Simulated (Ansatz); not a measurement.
# Stiffness of LiGa from strained cells

```
CELL_PARAMETERS angstrom
0.00000 3.08450 3.08450
3.08450 0.00000 3.08450
3.08450 3.08450 0.00000
ATOMIC_POSITIONS crystal
Li 0.00000 0.00000 0.00000
Li 0.25000 0.25000 0.25000
Ga 0.50000 0.50000 0.50000
Ga 0.75000 0.75000 0.75000
```

Atom numbers follow the list: Li1, Li2, Ga3, Ga4.

The cell is COD entry 1540165, as deposited and not checked against the literature; nothing was relaxed.

Theory: DFT, PBEsol, all-electron LAPW, scalar-relativistic (Ansatz 0.2.0).

Settings: a Γ-centred 12×12×12 k mesh, Fermi–Dirac smearing of 0.05 eV, basis error target 0.5 meV/atom, no spin polarisation.

The unstrained cell is at -0.29 GPa. Large strains and very small stresses are left out. Each strain is applied once, with fractional coordinates held (clamped ions), and σ below is the change of stress, positive in tension. One finite strain gives stress–strain coefficients at this pressure with an error of the order of the strain times third-order constants, a few per cent for each per cent of strain. In a metal the k mesh adds noise of tens of per cent to soft shears.

**Question.** Estimate the stiffness probed by this change, and the stress that it gives: equal xy, yz and zx engineering shear strains of -1 %.

**Answer.** σxy = -0.47 GPa and γxy = 2εxy = -0.0100, so C44 (clamped ions) = σxy/γxy = 47 GPa.

**Question.** With equal xy, yz and zx engineering shear strains of +1 %, the run gives σxy = 0.44 GPa and γxy = 2εxy = 0.0100. Which stiffness follows?

**Answer.** C44 (clamped ions) = σxy/γxy = 44 GPa.

**Question.** The two estimates of C44 (clamped ions) differ. Why, and which value is best?

**Answer.** Finite strains add third-order terms, and in a metal the k mesh adds noise; two strains on one mesh can't tell these apart, so neither value is shown to be the better.
